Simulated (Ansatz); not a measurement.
This cell of NiSi₂ (fluorite type, space group Fm-3m) is off equilibrium:

```xyz
3
Lattice="0.0000 2.6300 2.6826 2.6300 0.0000 2.6826 2.6300 2.6300 0.0000" Properties=species:S:1:pos:R:3 pbc="T T T"
Ni     0.0000     0.0000     0.0000
Si     1.3150     1.3150     1.3413
Si     3.9450     3.9450     4.0239
```

Computed with PBE (plane waves to 420 eV, PAW, scalar-relativistic; Ansatz, a program for electronic structure). k mesh 15×15×15 (Γ-centred), Fermi-Dirac smearing 0.05 eV. E stands for the smeared free energy. Compression counts positive. With partly filled bands, the response to shear is sensitive to the k mesh, so small differences along c/a are uncertain. NiSi2 is run without spin polarisation. NiSi2 was relaxed with its symmetry unable to fall. The PAW data are Ansatz's earlier set.

Q: Give the stress tensor in GPa and the pressure.

A: 
```
   15.3      0.0      0.0
    0.0     15.3      0.0
    0.0      0.0     14.0
```
The pressure, a third of the trace, is 14.8 GPa.

Q: It is the relaxed cell deformed to V/V₀ = 0.920, (c/a)/(c/a)₀ = 1.020, c along z, fractional positions held. What is its energy relative to the relaxed cell?

A: 47 meV/atom.

(A scan under strain: stresses follow from slopes of the energy per volume, elastic moduli from its curvatures.)
